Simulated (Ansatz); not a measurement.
Starting cell, LiH (rock salt):

```xyz
4
Lattice="0.0000 4.0071 4.0071 2.0036 0.0000 2.0036 2.0036 2.0036 0.0000" Properties=species:S:1:pos:R:3 pbc="T T T"
H      0.0000     0.0000     0.0000
H      2.0036     2.0036     4.0071
Li     2.0036     2.0036     2.0036
Li     2.0036     4.0071     4.0071
```

A phonon eigenvector at L = (0.5, 0.0, 0.0) is frozen into this cell: atom i moves by Q times the vector below, so Q is the largest atomic displacement, in Å. The cell is held. It is one choice among 2 degenerate patterns. (q is in reciprocal vectors of the primitive cell; the cell shown is doubled to hold the pattern.)

```tsv
atom	x	y	z
Li3	-0.285	0.520	-0.805
Li4	0.285	-0.520	0.805
```

Atoms not listed stay in place.

All values below come from PBE (plane waves to 420 eV, PAW, scalar-relativistic; Ansatz, an electronic-structure program). k mesh 7×14×14 (Γ-centred), Fermi-Dirac smearing 0.05 eV. LiH was relaxed with its symmetry unable to fall. 

```csv
Q (Å),−dE/dQ from forces (eV/Å)
-0.100,0.377
-0.083,0.314
-0.067,0.252
-0.050,0.189
-0.033,0.126
-0.017,0.063
0.000,0.000
0.017,-0.063
0.033,-0.126
0.050,-0.189
0.067,-0.252
0.083,-0.314
0.100,-0.377
```

Question: What harmonic wavenumber does the curvature at Q = 0 give?

Answer: 272 cm⁻¹. E″ = 3.78 eV/Å², M = Σ mᵢ|uᵢ|² = 13.9 u, ν̃ = 521.5·√(|E″|/M).

(A displaced cell: forces are minus the slopes of the energy, force constants its curvatures, and phonons follow from these.)
